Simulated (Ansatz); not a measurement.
## Piezoelectric tensor of Al₃InN₄

Computed with DFT PBE, scalar-relativistic, plane waves, PAW in Ansatz 0.2.0. Settings: 420 eV plane-wave cutoff, Γ-centred 8×8×4 mesh, fixed occupations. No spin polarisation.

The cell, relaxed at this level:
```
CELL_PARAMETERS angstrom
3.22076 0.00000 0.00000
0.00000 3.22076 0.00000
0.00000 0.00000 9.13873
ATOMIC_POSITIONS crystal
Al 0.00000 0.00000 0.73155
Al 0.00000 0.00000 0.26845
Al 0.50000 0.50000 0.50000
In 0.50000 0.50000 0.00000
N 0.50000 0.00000 0.84458
N 0.00000 0.50000 0.15542
N 0.50000 0.00000 0.38434
N 0.00000 0.50000 0.61566
```

The cell was found from a structure generator's guess, not taken from experiment.

Problem. Give the relaxed-ion proper piezoelectric stress tensor e_iJ (C/m², Voigt columns xx yy zz yz xz xy).

Solution.
```
x    0.00  0.00  0.00  0.00  0.56  0.00
y    0.00  0.00  0.00 -0.56  0.00  0.00
z    0.48 -0.48  0.00  0.00  0.00  0.00
```
Signs follow the orientation of the cell as given.

Problem. With the elastic constants (GPa, Voigt order)
```
334.1  50.4 138.2   0.0   0.0   0.0
 50.4 334.1 138.2   0.0   0.0   0.0
138.1 138.1 237.0   0.0   0.0   0.0
  0.0   0.0   0.0 129.4   0.0   0.0
  0.0   0.0   0.0   0.0 129.4   0.0
  0.0   0.0   0.0   0.0   0.0  61.2
```
find the strain coefficients d = e·C⁻¹ (pC/N).

Solution.
```
x    0.00  0.00  0.00  0.00  4.31  0.00
y    0.00  0.00  0.00 -4.31  0.00  0.00
z    1.70 -1.70  0.00  0.00  0.00  0.00
```
